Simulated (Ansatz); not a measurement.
The cell comes from COD entry 5000216, which wasn't checked; take it as a given geometry.

An input for Cu and the output that it gave: DFT, PBEsol, all-electron LAPW, scalar-relativistic (Ansatz 0.2.0).

Command: `ansatz run input.yaml --threads 1 --pin off --max-ram 3072MiB --backend cpu --events-out ev --progress --plain --runs-dir out` The run took 19 s on 1 thread of Arm Neoverse V2 (shared host), peak memory 0.37 GiB.

```yaml
crystal:
  lattice:
    - [0.0, 1.8075, 1.8075]
    - [1.8075, 0.0, 1.8075]
    - [1.8075, 1.8075, 0.0]
  atoms:
    - { symbol: Cu, position: [0.0, 0.0, 0.0] }
kpoints:
  mp_grid: { grid: [17, 17, 17] }
  band_path:
    path:
      - [0.0, 0.0, 0.0]
      - [0.5, 0.0, 0.5]
      - [0.625, 0.25, 0.625]
      - [0.375, 0.375, 0.75]
      - [0.0, 0.0, 0.0]
      - [0.5, 0.5, 0.5]
      - [0.5, 0.25, 0.75]
      - [0.5, 0.0, 0.5]
    npoints: 14
scf:
  occupations: { method: fermi_dirac, width: 0.03 }
hamiltonian:
  xc: pbesol
  pseudopotentials: { kind: all_electron, lapw: { basis_error: 0.00025 } }
output:
  forces: true
  stress: true
  eigenvalues: true
  fatbands: true
  populations: true
  dos: { projected: true, de: 0.2, e_range: [-14, 8] }
```

Output:

```
Cu: projections on atomic orbitals take those of the free atom 1s2 2s2 2p6 3s2 3p6 3d10 4s1, of charge +0.00 (hamiltonian.pseudopotentials.projection_atoms)
LAPW: plane waves up to 9.455 Å⁻¹, error target 2.5e-4 eV per atom; small_component_spin mean_spin; Cu in spheres of 1.278 Å, 19 of its electrons in bands, Dirac shells []
Engine: ansatz 0.2.0
Pseudopotentials: kind: all_electron
Pseudopotential: Cu, LAPW, valence charge 19, Koelling and Harmon's equation, gaussian nucleus
Functional definition: PBEsol
  exchange = pbesol_x
  correlation = pbesol_c
Crystal: 1 atoms, lattice volume = 11.810 Å³
Basis set: ecut = 340.61792435982227 eV, 169 PW (Γ), exchange–correlation at level 2
Bands: 14, of which v1, the nominal top of the filled ones, is band 10 counted from 1 (9 counted from 0)
Symmetry: 48 space group operations
Space group: Fm-3m (ITA 225), of the structure as read, at distance tolerance 2.3e-5 Å
k-points: 165 of 4913
Non-local potential: Cu, projectors of the file, none
Initial density: superposition of atomic densities (chi_scale 0.1, normalization cell)
Initial wavefunctions: plane waves of lowest kinetic energy (no species holds an atomic orbital)
Functional: x = pbesol(κ = 0.804, μ = 0.12345679012345678), c = pbesol(β = 0.046)
iter 1 solved again at ethr=6.40e-4 eV; its pass at ethr=1.00e-1 eV (dr2=1.22e-1 eV) is discarded
SCF iter   1: F=—  HF=-44998.871586 eV  |F-HF|=—  |Δ(HF+E_count)|=         —  Δρ=4.71e-2  dr2=1.22e-1  ethr=6.40e-4  ⟨swp⟩=2.6  Hψ=16483  notcnv=0
preconditioner: auto → none  [metal: Δε(μ)=0.037 eV  Ē_g=15.821 eV  σ=0.030 eV  W_gap=0.30  n_scr=0 (ndim 8)  ℏωp=35.8 eV  f_vac=0.000  D(μ)=0.33/eV (n_scr^D=0)]
SCF iter   2: F=—  HF=-44999.801815 eV  |F-HF|=—  |Δ(HF+E_count)|=   9.30e-1  Δρ=2.93e-2  dr2=4.87e-2  ethr=6.40e-4  ⟨swp⟩=3.0  Hψ=8093  notcnv=0
iter 3 solved again at ethr=2.63e-6 eV; its pass at ethr=2.57e-4 eV (dr2=4.99e-4 eV) is discarded
SCF iter   3: F=—  HF=-44997.996694 eV  |F-HF|=—  |Δ(HF+E_count)|=    1.81e0  Δρ=2.76e-3  dr2=4.98e-4  ethr=2.63e-6  ⟨swp⟩=2.1  Hψ=11908  notcnv=0
SCF iter   4: F=—  HF=-44997.895845 eV  |F-HF|=—  |Δ(HF+E_count)|=   1.01e-1  Δρ=4.96e-3  dr2=1.30e-3  ethr=2.62e-6  ⟨swp⟩=3.0  Hψ=7863  notcnv=0
SCF iter   5: F=—  HF=-44997.887812 eV  |F-HF|=—  |Δ(HF+E_count)|=   8.03e-3  Δρ=8.35e-4  dr2=3.52e-5  ethr=2.62e-6  ⟨swp⟩=2.2  Hψ=6291  notcnv=0
SCF iter   6: F=—  HF=-44997.887621 eV  |F-HF|=—  |Δ(HF+E_count)|=   1.91e-4  Δρ=1.77e-5  dr2=2.04e-8  ethr=1.85e-7  ⟨swp⟩=2.0  Hψ=6209  notcnv=0
SCF iter   7: F=-44997.887621 eV  HF=-44997.887621 eV  |F-HF|=4.13e-8  |Δ(HF+E_count)|=   5.15e-8  Δρ=4.59e-6  dr2=1.38e-9  ethr=1.08e-10  ⟨swp⟩=3.0  Hψ=6870  notcnv=0
SCF 1 converged in 7 iterations: F = -44997.887621 eV  dr2 = 1.38e-9
NSCF: frozen V_eff on 99 k-points
SCF converged after 7 iterations
Free energy (F): -44997.887621 eV
Harris-Foulkes:  -44997.887621 eV  (|F-HF|=4.13e-8)
Internal energy: -44997.886764 eV  (E = F + TS)
E sigma→0 (E₀):  -44997.887193 eV
Entropy (-TS):   -0.000856 eV (-0.856 meV/atom)
Fermi energy:    16.504827 eV
--- Per-component energies (eV) ---
  E_band       = -364.415455
  E_kinetic    = 45764.889675
  E_xc         = -1803.260063
  E_electrostatic = -88959.516377  (all electrons and nuclei)
  E_smearing   = -0.000856  (= −TS)
  E_closure    = 0.000000  (closes the sum)
  E_atoms      = -44993.559851  (free atoms, spherical and without spin; not in F)
  Σ components = -44997.887621   (vs F -44997.887621, Δ=0.00e0)
  Basis errors (estimates in eV, not in F): energy 5.3e-5 per atom: plane waves 4.4e-5 (2.2e-5 summed), levels above the bands 2.0e-293, relativity 6.6e-9, radial functions 8.8e-6, core shells 1.3e-11; eigenvalues (radial functions only) 5.1e-7; not estimated: angular momenta, meshes, grids; target (lapw.basis_error) 2.5e-4; muffin-tin radii Cu 1.278 Å
--- Forces (eV/Å), atoms counted from 1 ---
  atom   1  Cu     0.00000000     0.00000000    -0.00000000
  max |Σ_I F_I| component: 5.14e-32 eV/Å
--- Stress (GPa, compression-positive) ---
       -6.690124       0.000000       0.000000
        0.000000      -6.690124       0.000000
        0.000000       0.000000      -6.690124
  P = ⅓ Tr σ = -6.6901 GPa (-66.901 kbar)
--- Band table (eV; the first three rows and the last of 165) ---
  k-point 0: bands = ["-95.8385", "-53.3040", "-53.3040", "-53.3040", "6.9817", "13.4118", "13.4118", "13.4118", "14.2544", "14.2544", "39.0026", "41.5907", "41.5907", "41.5907"]
  k-point 1: bands = ["-95.8380", "-53.3077", "-53.3045", "-53.3045", "7.1080", "13.3844", "13.4361", "13.4361", "14.2447", "14.2447", "38.2332", "40.1689", "41.1779", "41.1779"]
  k-point 2: bands = ["-95.8367", "-53.3182", "-53.3061", "-53.3061", "7.4819", "13.3108", "13.4979", "13.4979", "14.2262", "14.2262", "35.5482", "39.6458", "40.4575", "40.4575"]
  k-point 164: bands = ["-95.8198", "-53.3799", "-53.3733", "-53.3453", "12.2840", "12.7865", "12.9793", "14.2179", "14.9530", "21.6440", "23.0430", "25.0503", "25.4335", "43.7582"]
--- Löwdin populations: 1 site ---
  site symbol       q [e]
     0     Cu     28.8357
  spilling = 0.005664 (of n_electrons = 29.000000)
```
